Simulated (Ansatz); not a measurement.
Computed properties of Ga3AsN2 (ordering on zincblende)

All numbers come from Ansatz 0.2.0. No magnetic order. The prototype was imposed, so other structures may be more stable.

Ga3AsN2 as one 6-atom ordering (P3m1) on the zincblende lattice, relaxed with r2SCAN. N has 4 Ga at 1.94–2.06 Å; N has 4 Ga at 1.96–2.06 Å; As has 4 Ga at 2.30–2.44 Å; Ga has 4 N at 1.96–2.06 Å; Ga has 3 N at 2.06 Å and 1 As at 2.44 Å; Ga has 1 N at 1.94 Å and 3 As at 2.30 Å.

Space group P3m1 (No. 156). a = 3.435 Å, b = 3.435 Å, c = 8.639 Å, α = 90.00°, β = 90.00°, γ = 120.00°
```csv
atom,site,symmetry,x,y,z
N,1a,3m.,0.0000,0.0000,0.0202
N,1b,3m.,0.3333,0.6667,0.3118
As,1c,3m.,0.6667,0.3333,0.6599
Ga,1b,3m.,0.3333,0.6667,0.0855
Ga,1c,3m.,0.6667,0.3333,0.3771
Ga,1a,3m.,0.0000,0.0000,0.7955
```

Relaxed lattice by functional, symmetry kept:
```json
{"functional": "PBE", "k mesh": "12×12×4", "a (Å)": "3.468", "c (Å)": "8.794", "volume (Å³/atom)": "15.26"}
{"functional": "r2SCAN", "k mesh": "12×12×4", "a (Å)": "3.435", "c (Å)": "8.639", "volume (Å³/atom)": "14.71"}
```

Band edges at fixed r2SCAN geometry:
```tsv
level	k mesh	gap (eV)	kind	edges	least direct gap (eV)
PBE	12×12×4	none (overlap 0.52)	–	–	–
PBE+SOC	12×12×4	none (overlap 0.51)	–	–	–
r2SCAN	12×12×4	none (overlap 0.76)	–	–	–
```
All runs use a smearing of 0.02 eV.
Wave cutoffs: 420 eV, 500 eV (r2SCAN).
Points off the special ones are mesh points or PBE's searched band edges, reused at the other levels.

With r2SCAN the bands overlap by 0.76 eV (counted from 1, band 32 peaks at Γ and band 33 bottoms out at K–Γ (0.75 of the way from K)): no gap. With PBE+SOC the bands overlap by 0.51 eV (counted from 1, band 64 peaks at Γ and band 65 bottoms out at Γ–M (0.33 of the way from Γ)): no gap.

No level opens a gap, but no hybrid is among them, and semilocal functionals can close a real gap.

Only the levels marked +SOC include spin-orbit coupling.

Where bands overlap the cell is a metal at that level, and these k meshes limit energies, forces and stress.
